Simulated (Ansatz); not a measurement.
This run works on a proposed trial structure, not on a known crystal.

Input and command of a plane-wave DFT calculation in Ansatz:

```yaml
crystal:
  lattice:
    - [3.154902625, 0.0, 0.0]
    - [0.0, 3.154902625, 0.0]
    - [0.0, 0.0, 8.8151838537]
  atoms:
    - { symbol: Sc, position: [0.0, 0.0, 0.0] }
    - { symbol: Ti, position: [0.5, 0.5, 0.7587014134] }
    - { symbol: Ti, position: [0.0, 0.0, 0.5] }
    - { symbol: Ti, position: [0.5, 0.5, 0.2412985866] }
    - { symbol: "N", position: [0.0, 0.0, 0.7375183498] }
    - { symbol: "N", position: [0.5, 0.5, 0.0] }
    - { symbol: "N", position: [0.0, 0.0, 0.2624816502] }
basis:
  ecutwfc: 420
kpoints:
  mp_grid: { grid: [10, 10, 4] }
hamiltonian:
  xc: pbe
scf:
  occupations: { method: gaussian, width: 0.1 }
output:
  forces: true
  stress: true
  eigenvalues: true
relax:
  adjacent_minimum: "off"
  f_tol: 0.01
  max_steps: 30
  cell: { stress_tol: 0.1, fix: [volume] }
```

```bash
ansatz run input.yaml --threads 1 --pin off --max-ram 2560MiB --backend cpu --events-out ev --progress --plain --runs-dir out
```

Processor: Arm Neoverse V1, 1 thread, on a host shared with other jobs.

Estimate time, memory and problem size.

About 73 s, peak memory 0.47 GiB. It solves 38 bands at 63 k points (after reduction by symmetry) with about 1717 plane waves, in 32 SCF iterations over 5 ionic steps.
